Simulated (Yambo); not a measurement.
Rb₂LiScCl₆ (space group Fm-3m, No. 225), G0W0@PBEsol in Yambo with this input:

```
rim_cut
gw0
dyson
el_el_corr
HF_and_locXC
ppa
em1d
RandQpts= 1000000
RandGvec= 1 Ry
EXXRLvcs= 78 Ry
VXCRLvcs= 312 Ry
Chimod= "HARTREE"
% BndsRnXp
 3 | 377 |
%
NGsBlkXp= 7 Ry
% LongDrXp
 1.0 | 1.0 | 1.0 |
%
PPAPntXp= 27.2114 eV
% GbndRnge
 1 | 377 |
%
GTermKind= "BG"
DysSolver= "n"
ExtendOut
```

On a 2×2×2 mesh, with wavefunctions cut at 78 Ry, the gap (Γ → Γ) is 7.239 eV and the valence edge shifts by -1.676 eV.

### Question
What happens with this change: 1 Ry block?

### Answer
The gap rises by 0.399 eV, to 7.638 eV; the shift of the valence edge becomes -1.327 eV. Neither run is shown to be the converged limit.

Geometry of the Materials Project entry, not relaxed at this level; primitive cell a = b = c = 7.235 Å, α = β = γ = 60.00°.

The structure is a Materials Project entry; no match was found in the copy of COD used, and its stability was not checked.

A shift is the quasiparticle energy of the state minus its PBEsol energy.
